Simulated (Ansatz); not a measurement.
All numbers below come from DFT PBE, scalar-relativistic, plane waves, PAW (Ansatz 0.2.0). All cells share a 420 eV cutoff and Γ-centred k meshes spaced at most about 0.3 Å⁻¹ (about 0.25 or finer for metals, 2π included). No spin polarisation in the final relaxations.

Temperature and zero-point effects are left out.

Compare these two cells of SiF, each relaxed at this level.

1.

```
Si F
1.0
     2.70242    0.00000    0.00000
    -1.35121    2.34036    0.00000
     0.00000    0.00000    3.87266
Si F
1 1
Cartesian
  1.3512 0.7801 0.0000
  0.0000 0.0000 1.9363
```

2.

```
Si F
1.0
     4.82126    0.00000    0.00000
     0.00000    2.52699    0.00000
     0.00000    0.00000    5.63389
Si F
2 2
Direct
  0.25000 0.50000 0.96761
  0.75000 0.50000 0.03239
  0.25000 0.00000 0.71475
  0.75000 0.00000 0.28525
```

Question: Which form is favoured at zero pressure, and by what margin per atom?

Answer: Cell 2 is lower, by 0.44 eV/atom. Cell 1 has space group P-6m2 (No. 187), 12.2 Å³/atom and no gap on its mesh; cell 2 has space group Pmma (No. 51), 17.2 Å³/atom and no gap. Counting F atoms around Si (those within 1.25 times the shortest such distance or 1.15 times the sum of covalent radii; the shortest distance is added where it is long for a bond), cell 1 has Si 6 from 2.5 Å and cell 2 has Si 2. Cell 2 holds Si–Si nets (shortest 2.44 Å); in cell 1 the shortest Si–Si distance is 2.70 Å, near bonding range too. In cell 1, Si is surrounded by 6 F at 2.49 Å and 6 Si at 2.70 Å; F has 6 Si at 2.49 Å and 6 F at 2.70 Å (long contacts). In cell 2, Si is surrounded by 2 F at 1.90 Å and 4 Si at 2.44–2.53 Å; F has 2 Si at 1.90 Å. Both come from invented guesses.

Weakly bound directions are ill-defined at this level, which has no dispersion term (Pmma), and this can change margins and order among such cells. In P-6m2 an odd number of electrons in the primitive cell allows no gap without spin; a larger cell or a magnetic state could open one. Cells relaxed within their symmetry can be saddle points.
